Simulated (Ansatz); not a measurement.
Total density of states per atom from plane-wave PAW LDA (Ansatz code), in 0.25 eV bins, energy from the Fermi level:

(E (eV), states/eV/atom): (-7.85, 0.21); (-7.60, 0.22); (-7.35, 0.23); (-7.10, 0.24); (-6.85, 0.25); (-6.60, 0.25); (-6.35, 0.26); (-6.10, 0.27); (-5.85, 0.28); (-5.60, 0.28); (-5.35, 0.29); (-5.10, 0.30); (-4.85, 0.32); (-4.60, 0.31); (-4.35, 0.30); (-4.10, 0.31); (-3.85, 0.33); (-3.60, 0.33); (-3.35, 0.35); (-3.10, 0.37); (-2.85, 0.38); (-2.60, 0.37); (-2.35, 0.36); (-2.10, 0.35); (-1.85, 0.32); (-1.60, 0.34); (-1.35, 0.36); (-1.10, 0.38); (-0.85, 0.41); (-0.60, 0.38); (-0.35, 0.36); (-0.10, 0.36); (0.15, 0.40); (0.40, 0.42); (0.65, 0.42); (0.90, 0.41); (1.15, 0.41); (1.40, 0.41); (1.65, 0.43); (1.90, 0.43); (2.15, 0.44); (2.40, 0.44); (2.65, 0.45); (2.90, 0.46); (3.15, 0.46); (3.40, 0.47); (3.65, 0.47); (3.90, 0.47); (4.15, 0.48); (4.40, 0.49); (4.65, 0.50)

Question: Which compound is it?
(A) Rh, fcc (Cu type)
(B) Ca, fcc (Cu type)
(C) Cu, fcc (Cu type)
(D) Al, fcc (Cu type)

Answer: D, Al, fcc (Cu type). Within 0.5 eV of the Fermi level: Al 3p 64 %, Al 3s 30 %, outside the projected shells 5 %. Projections are on Löwdin-orthogonalised atomic valence shells; empty p or d shells of many metals are not among them.

Space group Fm-3m (fcc (Cu type)). Symmetry was held in the LDA relaxation.

Potentials: the earlier of the program's two PAW sets. The files were generated under PBE; for other functionals the program regenerates the frozen cores, and for LDA and PBEsol the local potential too.
